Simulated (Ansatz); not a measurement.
Sb:
```xyz
4
Lattice="-4.0051 4.0051 4.0051 4.0051 -4.0051 4.0051 4.0051 4.0051 -4.0051" Properties=species:S:1:pos:R:3 pbc="T T T"
Sb     3.0038     1.0013    -1.0013
Sb     1.0013    -1.0013     3.0038
Sb    -1.0013     3.0038     1.0013
Sb     1.0013     1.0013     1.0013
```

Relaxed with r²SCAN. Special points in fractions of this cell's reciprocal vectors: Γ (0.000, 0.000, 0.000); H (0.500, -0.500, 0.500); N (0.000, 0.000, 0.500); P (0.250, 0.250, 0.250).

Q: List the band energies nearest the Fermi level at these points for r²SCAN with spin–orbit coupling (plane waves, PAW; program Ansatz).

A: In eV from the Fermi level; about four levels below and three above (degenerate sets whole), none deeper than 8.9 eV; points with the same levels are listed once.

```json
[
 {"k": "Γ", "below": "-1.20 -1.20 -1.20 -1.20", "above": "0.52 0.52 1.00 1.00 1.00 1.00"},
 {"k": "H", "below": "-0.71 -0.71 -0.21 -0.21", "above": "0.17 0.17 0.17 0.17"},
 {"k": "N", "below": "-1.09 -1.09 -0.70 -0.70", "above": "0.23 0.23 1.36 1.36"},
 {"k": "P", "below": "-0.61 -0.33 -0.33 -0.33", "above": "0.22 0.82 0.82 0.82"}
]
```

Space group I4_132. The start of the workflow was typed in or built on a structure type; neither database checked (COD, Materials Project) lists it. It is not the phase usual at ambient conditions (space group No. 166). The cell was relaxed with r²SCAN under the symmetry of its start; its stability against distortions is not shown here. The volume moved by 66 % from the start of the relaxation.

Potentials: the earlier of the program's two PAW sets.
